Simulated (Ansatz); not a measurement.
## Profile along the Zr–O line in ZrO2 (fluorite)

ZrO$_{2}$ (fluorite)

```cif
data_O2Zr
_chemical_formula_sum 'Zr1 O2'
_space_group_name_H-M_alt 'P 1'
_space_group_IT_number 1
_cell_length_a 3.59857
_cell_length_b 3.59857
_cell_length_c 3.59857
_cell_angle_alpha 60.000
_cell_angle_beta 60.000
_cell_angle_gamma 60.000
loop_
_space_group_symop_operation_xyz
  'x, y, z'
loop_
_atom_site_label
_atom_site_type_symbol
_atom_site_fract_x
_atom_site_fract_y
_atom_site_fract_z
_atom_site_occupancy
Zr1 Zr 0.00000 0.00000 0.00000 1
O1 O 0.25000 0.25000 0.25000 1
O2 O 0.75000 0.75000 0.75000 1
```

Fields along a shortest Zr–O line of a {110} plane (2.20 Å), from Zr to O, interpolated on the slice's grid (step about 0.2 Å). All values below come from r2SCAN (plane waves to 500 eV, PAW, scalar-relativistic; Ansatz, a first-principles code). k mesh 11×11×11. These are valence fields of a PAW run, semicore shells included where kept as valence: close to a nucleus they are smooth pseudo fields. The PAW data are Ansatz's earlier set. This is a high-temperature form of ZrO2. ZrO2 is run without spin polarisation. ZrO2 was relaxed with its symmetry unable to fall.

| distance from Zr (Å) | valence electron density (e/Å³) | electron localisation function | density of the highest valence band (e/Å³) | density of the lowest conduction band (e/Å³) |
|---|---|---|---|---|
| 0.00 | 3.33 | x | 0.003 | 0.010 |
| 0.22 | 3.99 | x | 0.016 | 0.011 |
| 0.44 | 4.09 | 0.72 | 0.027 | 0.028 |
| 0.66 | 2.54 | 0.81 | 0.024 | 0.037 |
| 0.88 | 1.05 | 0.51 | 0.025 | 0.032 |
| 1.10 | 0.53 | 0.18 | 0.042 | 0.026 |
| 1.32 | 0.70 | 0.56 | 0.090 | 0.028 |
| 1.54 | 1.57 | 0.83 | 0.206 | 0.044 |
| 1.76 | 3.90 | 0.77 | 0.328 | 0.058 |
| 1.98 | 7.16 | x | 0.199 | 0.035 |
| 2.20 | 8.68 | x | 0.009 | 0.008 |

x: too close to a nucleus for the ELF to mean much. Band densities are of whole bands, smooth part only.

Density on the Zr–O line (2.20 Å) at its density minimum, 1.2 Å from Zr: 0.52 e/Å³. ELF at that point: 0.2. Element round which the density of the highest valence band (whole band, smooth part) is largest on this plane: O.
